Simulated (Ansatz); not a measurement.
NiO (rock salt)

```xyz
2
Lattice="0.0000 2.1087 2.1087 2.1087 0.0000 2.1087 2.1087 2.1087 0.0000" Properties=species:S:1:pos:R:3 pbc="T T T"
O      0.0000     0.0000     0.0000
Ni     2.1087     2.1087     2.1087
```

The slice is a {100} plane (indices of the conventional cell) through the point (0.500, 0.500, 0.500) (fractional), spanned by u = [100] and v = [0 1 -1] in vectors of this cell: u (2.98 Å) and v (2.98 Å, at 90° to u). It covers one period; positions are fractions (u, v).

All values below come from PBE (plane waves to 420 eV, PAW, scalar-relativistic; Ansatz, an electronic-structure program). k mesh 19×19×19. Near the nuclei the fields are pseudised (PAW); where an atom keeps semicore shells as valence, they peak there. NiO is run spin-polarised and with no Hubbard U; the real compound is an antiferromagnetic insulator, a state that this run doesn't describe. NiO was relaxed with its symmetry unable to fall. Relaxed NiO ends ferromagnetic. The PAW data are Ansatz's earlier set. Other magnetic orders were not checked, so this need not be the ground state.

Three fields on this plane, each scaled to ten steps between its own extremes (0 low, 9 high; the total valence density on a logarithmic scale, the potential cut 8 eV below its top; x marks points blanked near nuclei; v = 0 in the bottom row):

Map A
```
|xxxxxxxxxx8531000001358xxxxxxxxx|
|xxxxxxxxxx7532110112357xxxxxxxxx|
|xxxxxxxxxx7542222222457xxxxxxxxx|
|xxxxxxxxx865444333444568xxxxxxxx|
|xxxxxxxxx766555555555667xxxxxxxx|
|xxxxxxxx87777788888777778xxxxxxx|
|xxxxxxx887889xxxxxxx988788xxxxxx|
|xxxxxx88889xxxxxxxxxxx98888xxxxx|
|xxxx877789xxxxxxxxxxxxx987778xxx|
|887766789xxxxxxxxxxxxxxx98766778|
|55555678xxxxxxxxxxxxxxxxx8765555|
|33334579xxxxxxxxxxxxxxxxx9754333|
|1123457xxxxxxxxxxxxxxxxxxx754321|
|0012458xxxxxxxxxxxxxxxxxxx854210|
|0012358xxxxxxxxxxxxxxxxxxx853210|
|0002358xxxxxxxxxxxxxxxxxxx853200|
|0012358xxxxxxxxxxxxxxxxxxx853210|
|0012458xxxxxxxxxxxxxxxxxxx854210|
|1123457xxxxxxxxxxxxxxxxxxx754321|
|33334579xxxxxxxxxxxxxxxxx9754333|
|55555678xxxxxxxxxxxxxxxxx8765555|
|887766789xxxxxxxxxxxxxxx98766778|
|xxxx877789xxxxxxxxxxxxx987778xxx|
|xxxxxx88889xxxxxxxxxxx98888xxxxx|
|xxxxxxx887889xxxxxxx988788xxxxxx|
|xxxxxxxx87777788888777778xxxxxxx|
|xxxxxxxxx766555555555667xxxxxxxx|
|xxxxxxxxx865444333444568xxxxxxxx|
|xxxxxxxxxx7542222222457xxxxxxxxx|
|xxxxxxxxxx7532110112357xxxxxxxxx|
|xxxxxxxxxx8531000001358xxxxxxxxx|
|xxxxxxxxxx8531000001358xxxxxxxxx|
```

Map B
```
|xxxxxxxxxx1000000000001xxxxxxxxx|
|xxxxxxxxxx0000000000000xxxxxxxxx|
|xxxxxxxxxx0000111110000xxxxxxxxx|
|xxxxxxxxx000112333211000xxxxxxxx|
|xxxxxxxxx001245666542100xxxxxxxx|
|xxxxxxxx00135789998753100xxxxxxx|
|xxxxxxx001369xxxxxxx963100xxxxxx|
|xxxxxx00137xxxxxxxxxxx73100xxxxx|
|xxxx000137xxxxxxxxxxxxx731000xxx|
|110000137xxxxxxxxxxxxxxx73100001|
|00000136xxxxxxxxxxxxxxxxx6310000|
|00001259xxxxxxxxxxxxxxxxx9521000|
|0000147xxxxxxxxxxxxxxxxxxx741000|
|0001258xxxxxxxxxxxxxxxxxxx852100|
|0001369xxxxxxxxxxxxxxxxxxx963100|
|0001369xxxxxxxxxxxxxxxxxxx963100|
|0001369xxxxxxxxxxxxxxxxxxx963100|
|0001258xxxxxxxxxxxxxxxxxxx852100|
|0000147xxxxxxxxxxxxxxxxxxx741000|
|00001259xxxxxxxxxxxxxxxxx9521000|
|00000136xxxxxxxxxxxxxxxxx6310000|
|110000137xxxxxxxxxxxxxxx73100001|
|xxxx000137xxxxxxxxxxxxx731000xxx|
|xxxxxx00137xxxxxxxxxxx73100xxxxx|
|xxxxxxx001369xxxxxxx963100xxxxxx|
|xxxxxxxx00135789998753100xxxxxxx|
|xxxxxxxxx001245666542100xxxxxxxx|
|xxxxxxxxx000112333211000xxxxxxxx|
|xxxxxxxxxx0000111110000xxxxxxxxx|
|xxxxxxxxxx0000000000000xxxxxxxxx|
|xxxxxxxxxx1000000000001xxxxxxxxx|
|xxxxxxxxxx1000000000001xxxxxxxxx|
```

Map C
```
|xxxxxxxxxx2100000000012xxxxxxxxx|
|xxxxxxxxxx3100000000013xxxxxxxxx|
|xxxxxxxxxx3100000000013xxxxxxxxx|
|xxxxxxxxx731000000000137xxxxxxxx|
|xxxxxxxxx531000000000135xxxxxxxx|
|xxxxxxxx84210000000001248xxxxxxx|
|xxxxxxx953100xxxxxxx001359xxxxxx|
|xxxxxx85321xxxxxxxxxxx12358xxxxx|
|xxxx664321xxxxxxxxxxxxx123466xxx|
|223333211xxxxxxxxxxxxxxx11233332|
|11111110xxxxxxxxxxxxxxxxx0111111|
|00000000xxxxxxxxxxxxxxxxx0000000|
|0000000xxxxxxxxxxxxxxxxxxx000000|
|0000000xxxxxxxxxxxxxxxxxxx000000|
|0000000xxxxxxxxxxxxxxxxxxx000000|
|0000000xxxxxxxxxxxxxxxxxxx000000|
|0000000xxxxxxxxxxxxxxxxxxx000000|
|0000000xxxxxxxxxxxxxxxxxxx000000|
|0000000xxxxxxxxxxxxxxxxxxx000000|
|00000000xxxxxxxxxxxxxxxxx0000000|
|11111110xxxxxxxxxxxxxxxxx0111111|
|223333211xxxxxxxxxxxxxxx11233332|
|xxxx664321xxxxxxxxxxxxx123466xxx|
|xxxxxx85321xxxxxxxxxxx12358xxxxx|
|xxxxxxx953100xxxxxxx001359xxxxxx|
|xxxxxxxx84210000000001248xxxxxxx|
|xxxxxxxxx531000000000135xxxxxxxx|
|xxxxxxxxx731000000000137xxxxxxxx|
|xxxxxxxxxx3100000000013xxxxxxxxx|
|xxxxxxxxxx3100000000013xxxxxxxxx|
|xxxxxxxxxx2100000000012xxxxxxxxx|
|xxxxxxxxxx2100000000012xxxxxxxxx|
```

### Question
Assign the maps to these fields: electron localisation function (ELF); valence electron density; spin density, up minus down.

### Answer
A is the valence electron density; B is the electron localisation function (ELF); C is the spin density, up minus down.
